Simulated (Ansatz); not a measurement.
Below is a relaxed structure of SbMo₂. The cell was found from a structure generator's guess, not taken from experiment.

All numbers below come from Ansatz 0.2.0, DFT PBE, scalar-relativistic, plane waves, PAW. Cutoff 420 eV, Γ-centred mesh, Gaussian smearing, no spin polarisation.

```
Sb Mo
1.0
     4.46690    0.00000    0.00000
    -2.23345    3.86845    0.00000
     0.00000    0.00000    3.21530
Sb Mo
1 2
Cartesian
  0.0000 0.0000 0.0000
  0.0000 2.5790 1.6076
  2.2335 1.2895 1.6076
```

Energies over the elements count from the elements' standard structures at the same level, with no fitted energy shifts.

(1) What space group does it have?

(2) What is its formation energy per atom?

(3) Is it a metal?

(4) From what recipe could a structure generator have reached it?

Results:

(1) P6/mmm (No. 191). Conventional cell: a = 4.467 Å, c = 3.215 Å. Sb has 12 Mo at 3.04 Å and 2 Sb at 3.22 Å; Mo has 3 Mo at 2.58 Å, 6 Sb at 3.04 Å and 2 Mo at 3.22 Å.

(2) +0.65 eV/atom. It can't be a ground state, since the elements alone are lower.

(3) Yes, bands cross the Fermi level on the 12×12×14 mesh.

(4) One such recipe: ordered superstructure of omega (P6/mmm, No. 191). Other recipes can lead to the same cell.

The last run used a 12×12×14 mesh (in the run's order of axes) for its 3-atom cell and Gaussian smearing of 0.10 eV. These runs have no spin–orbit coupling, which can matter for Sb. Symmetry constrained the relaxation, so the result can be a saddle point.
